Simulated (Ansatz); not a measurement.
CaF₂:
Space group Pnma (No. 62); a = 5.9274 Å, b = 3.5629 Å, c = 6.9716 Å, α = 90.00°, β = 90.00°, γ = 90.00°

```json
[
 {"atom": "Ca", "site": "4c", "symmetry": ".m.", "x": "0.2492", "y": "0.2500", "z": "0.8889"},
 {"atom": "F", "site": "4c", "symmetry": ".m.", "x": "0.4789", "y": "0.2500", "z": "0.1646"},
 {"atom": "F", "site": "4c", "symmetry": ".m.", "x": "0.1427", "y": "0.7500", "z": "0.0739"}
]
```

Relaxed with r²SCAN.

Problem. Tabulate the valence density and the electron localisation function along the shortest Ca–Ca contact (3.54 Å), the program Ansatz at the r²SCAN level (PAW).

Solution. 

| distance from Ca (Å) | density (e/Å³) | ELF |
|---|---|---|
| 0.35 | 5.37 | 0.83 |
| 0.53 | 3.50 | 0.87 |
| 0.71 | 1.74 | 0.84 |
| 0.89 | 0.68 | 0.71 |
| 1.06 | 0.24 | 0.29 |
| 1.24 | 0.10 | 0.04 |
| 1.42 | 0.06 | 0.02 |
| 1.59 | 0.05 | 0.02 |
| 1.77 | 0.05 | 0.02 |
| 1.95 | 0.05 | 0.02 |
| 2.12 | 0.06 | 0.02 |
| 2.30 | 0.10 | 0.04 |
| 2.48 | 0.24 | 0.24 |
| 2.66 | 0.67 | 0.68 |
| 2.83 | 1.73 | 0.83 |
| 3.01 | 3.49 | 0.86 |
| 3.19 | 5.37 | 0.84 |

The density is the valence pseudo-density with augmentation charge, so density and ELF within about 1 Å of a nucleus are not all-electron values.

The workflow started from a Materials Project entry (that database holds measured and hypothetical structures alike); the Crystallography Open Database copy checked does not list it. It is not the phase usual at ambient conditions (space group No. 225). The r²SCAN relaxation kept the symmetry of its start; whether a distortion lowers the energy is not shown.

Potentials: the later of the program's two PAW sets.
